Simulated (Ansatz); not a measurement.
**Strain response of BaPbO3**

Level of theory: Ansatz, DFT PBEsol, scalar-relativistic, plane waves, PAW. Run with 420 eV cutoff, 8×8×8 k-mesh, Gaussian smearing of 0.10 eV, no spin polarisation.

Starting point, cell and atoms relaxed:

```
CELL_PARAMETERS angstrom
4.28206 0.00000 0.00000
0.00000 4.28206 0.00000
0.00000 0.00000 4.28206
ATOMIC_POSITIONS crystal
Ba 0.50000 0.50000 0.50000
Pb 0.00000 0.00000 0.00000
O 0.00000 0.50000 0.00000
O 0.00000 0.00000 0.50000
O 0.50000 0.00000 0.00000
```

Deformation: biaxial strain in the a-b plane, with the length and tilt of c and the atoms relaxed, all within the symmetry that the strain leaves. Energies are extrapolated to zero smearing.

Spin–orbit coupling is left out, which can shift energies with elements as heavy as these.

| strain (%) | ΔE (meV/atom) | a (Å) | b (Å) | c (Å) |
| --- | --- | --- | --- | --- |
| -3.0 | 25.1 | 4.154 | 4.154 | 4.357 |
| -2.0 | 10.7 | 4.196 | 4.196 | 4.330 |
| -1.0 | 2.5 | 4.239 | 4.239 | 4.305 |
| +0.0 | 0.0 | 4.282 | 4.282 | 4.282 |
| +1.0 | 2.5 | 4.325 | 4.325 | 4.261 |
| +2.0 | 9.6 | 4.368 | 4.368 | 4.243 |
| +3.0 | 20.8 | 4.411 | 4.411 | 4.227 |

Problem. What stiffness (1/V) d²E/dε² at zero strain does a cubic fit over all points give?

Solution. A cubic fit gives (1/V) d²E/dε² = 521 GPa at zero strain (twice the biaxial modulus).

Problem. How does the free axis c answer a small strain?

Solution. Between the innermost points its strain is -0.51 times the applied one.